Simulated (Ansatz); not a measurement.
Molecular dynamics on a 2×2×1 supercell (16 atoms) of LuAlAs2 (ordering on rocksalt), relaxed with r2SCAN. Forces come from PBE in the plane-wave code Ansatz: Langevin thermostat and barostat (NPT), 1000 K, steps of 2 fs. Spin polarisation is off, nuclei are classical, and the run is far too short for thermal averages. The structure comes from a prototype and may be hypothetical.

```yaml
crystal:
  lattice:
    - [7.7654874825, 0.0, 0.0]
    - [0.0, 7.7654874825, 0.0]
    - [0.0, 0.0, 5.6197689247]
  atoms:
    - { symbol: Al, position: [0.0, 0.0, 0.0] }
    - { symbol: As, position: [0.0, 0.0, 0.5] }
    - { symbol: Lu, position: [0.25, 0.25, 0.5] }
    - { symbol: As, position: [0.25, 0.25, 0.0] }
    - { symbol: Al, position: [0.0, 0.5, 0.0] }
    - { symbol: As, position: [0.0, 0.5, 0.5] }
    - { symbol: Lu, position: [0.25, 0.75, 0.5] }
    - { symbol: As, position: [0.25, 0.75, 0.0] }
    - { symbol: Al, position: [0.5, 0.0, 0.0] }
    - { symbol: As, position: [0.5, 0.0, 0.5] }
    - { symbol: Lu, position: [0.75, 0.25, 0.5] }
    - { symbol: As, position: [0.75, 0.25, 0.0] }
    - { symbol: Al, position: [0.5, 0.5, 0.0] }
    - { symbol: As, position: [0.5, 0.5, 0.5] }
    - { symbol: Lu, position: [0.75, 0.75, 0.5] }
    - { symbol: As, position: [0.75, 0.75, 0.0] }
kpoints:
  mp_grid: { grid: [2, 2, 2] }
hamiltonian:
  xc: pbe
scf:
  occupations: { method: fermi_dirac, width: 0.086 }
md:
  ensemble: npt_langevin
  temperature: 1000
  timestep: 2.0
  n_steps: 20
  initial_velocities: maxwell_boltzmann
  seed: 3537
```

Command: `ansatz run input.yaml --threads 4 --pin off --max-ram 3686MiB --backend cpu --events-out ev --progress --plain --runs-dir out`. Wall time 3 min on 4 threads of Arm Neoverse V2, on a shared host; peak host memory 1.6 GiB.

```tsv
step	t (fs)	T (K)	free energy F from step 0 (meV/atom)	kinetic energy (meV/atom)	pressure (GPa)	volume (Å³/atom)	largest force (eV/Å)
0	0	938	0.0	121.2	2.59	21.18	0.00
1	2	865	0.2	111.9	2.53	21.19	0.14
2	4	1010	1.1	130.6	2.63	21.19	0.29
3	6	997	2.5	128.9	2.66	21.20	0.45
4	8	939	4.6	121.4	2.68	21.20	0.60
5	10	811	6.9	104.8	2.63	21.21	0.72
6	12	807	9.6	104.4	2.65	21.23	0.81
7	14	767	12.9	99.2	2.66	21.25	0.94
8	16	775	16.6	100.2	2.71	21.27	1.12
9	18	847	21.0	109.5	2.82	21.29	1.31
10	20	773	25.8	100.0	2.84	21.31	1.50
11	22	810	30.6	104.7	2.93	21.33	1.67
12	24	832	35.6	107.6	3.04	21.35	1.84
13	26	783	40.6	101.3	3.10	21.37	2.01
14	28	807	45.8	104.3	3.21	21.39	2.17
15	30	735	50.4	95.0	3.25	21.41	2.29
16	32	830	54.6	107.2	3.37	21.44	2.39
17	34	823	58.9	106.4	3.43	21.47	2.48
18	36	806	62.7	104.2	3.44	21.50	2.54
19	38	801	65.9	103.5	3.44	21.54	2.58
20	40	836	68.1	108.0	3.45	21.57	2.57
```

The temperature starts at 938 K, is lowest at step 15 (735 K, 30 fs) and ends at 836 K.

Positions (Å) and forces (eV/Å) at step 20:
```
cell (Å): 7.812 0.000 0.000; 0.000 7.812 0.000; 0.000 0.000 5.654
Al  -0.131  -0.139   0.197     0.348   0.427   0.055
As  -0.199   0.046   2.800     1.283  -0.371   0.050
Lu   1.935   1.959   2.742    -0.086  -0.302   1.073
As   2.071   1.888   0.095    -0.496   0.518  -1.075
Al   0.141   3.884   0.060    -0.551  -0.283   0.037
As  -0.106   3.810   3.061     1.838   1.449  -0.063
Lu   1.963   5.844   2.806    -1.327   0.045  -0.171
As   1.860   5.848  -0.028    -0.829  -0.851   0.300
Al   3.412  -0.170  -0.055     1.298   0.395  -0.089
As   3.762  -0.103   2.966     1.178   1.080   0.032
Lu   5.914   2.060   2.858    -2.194  -1.320  -0.264
As   5.752   2.176   0.023     0.380  -0.096   0.289
Al   4.112   4.072  -0.069    -0.243  -0.140  -0.046
As   3.800   3.993   2.937     0.580  -0.938  -0.118
Lu   5.899   5.793   2.848    -0.736   0.376  -0.555
As   5.845   5.999  -0.050    -0.444   0.012   0.544
```
